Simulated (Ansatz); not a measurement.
CrSeTe (Janus 2H monolayer), relaxed with r2SCAN. The sheet's in-plane cell has a = 3.352 Å, b = 3.352 Å (γ = 120.0°), and its outermost atoms lie 3.24 Å apart along the normal. Cr is surrounded by 3 Se at 2.44 Å and 3 Te at 2.61 Å; Se is surrounded by 3 Cr at 2.44 Å; Te is surrounded by 3 Cr at 2.61 Å.

```
CELL_PARAMETERS angstrom
3.35154 0.00000 0.00000
-1.67577 2.90252 0.00000
0.00000 0.00000 30.75283
ATOMIC_POSITIONS crystal
Cr 0.33333 0.66667 0.29549
Se 0.66667 0.33333 0.34386
Te 0.66667 0.33333 0.23861
```
Periodic in the plane only; c spans the vacuum.

3 runs of Ansatz 0.2.0 on this cell differ in the functional (and in the settings that go with it). Levels are in eV from each run's valence top; v1 is the last filled band, c1 the first empty one.

Run A, mean stress -2.6 N/m (compression positive):

| point | v5 | v3 | v1 | c1 | c2 | c3 |
| --- | --- | --- | --- | --- | --- | --- |
| Γ | -1.97 | -0.83 | -0.01 | 3.39 | 3.39 | 4.28 |
| M | -3.87 | -1.65 | -0.67 | 1.37 | 1.60 | 3.40 |
| K | -4.65 | -3.55 | 0.00 | 1.01 | 2.06 | 2.32 |

Run B, mean stress -2.7 N/m (compression positive):

| point | v5 | v3 | v1 | c1 | c2 | c3 |
| --- | --- | --- | --- | --- | --- | --- |
| Γ | -2.02 | -0.86 | -0.04 | 4.10 | 4.10 | 5.00 |
| M | -3.93 | -1.70 | -0.69 | 2.05 | 2.31 | 4.12 |
| K | -4.71 | -3.59 | 0.00 | 1.68 | 2.75 | 3.04 |

Run C, mean stress -3.9 N/m (compression positive):

| point | v5 | v3 | v1 | c1 | c2 | c3 |
| --- | --- | --- | --- | --- | --- | --- |
| Γ | -1.69 | -0.72 | 0.00 | 2.61 | 2.61 | 3.50 |
| M | -3.38 | -1.42 | -0.60 | 0.82 | 0.98 | 2.62 |
| K | -4.18 | -3.10 | -0.09 | 0.55 | 1.45 | 1.60 |

**Question.** Match the runs to LDA, HSE06, PBE0.

**Answer.** A is HSE06, B is PBE0, C is LDA. In order of the gap: LDA 0.55, HSE06 1.01, PBE0 1.68 eV.

Simulation only: spin-unpolarised, and no claim that this is the phase found in nature.

Spin-orbit coupling is left out, which matters wherever the heavy atoms make up the band edges.

The program warns that its thresholds are loose for a hybrid's stress.

The meshes of the hybrids are coarse, so their gaps aren't converged to the digits shown.

For some runs the program warns that the potential is rough where the density is thin, which bears on empty states near the vacuum.
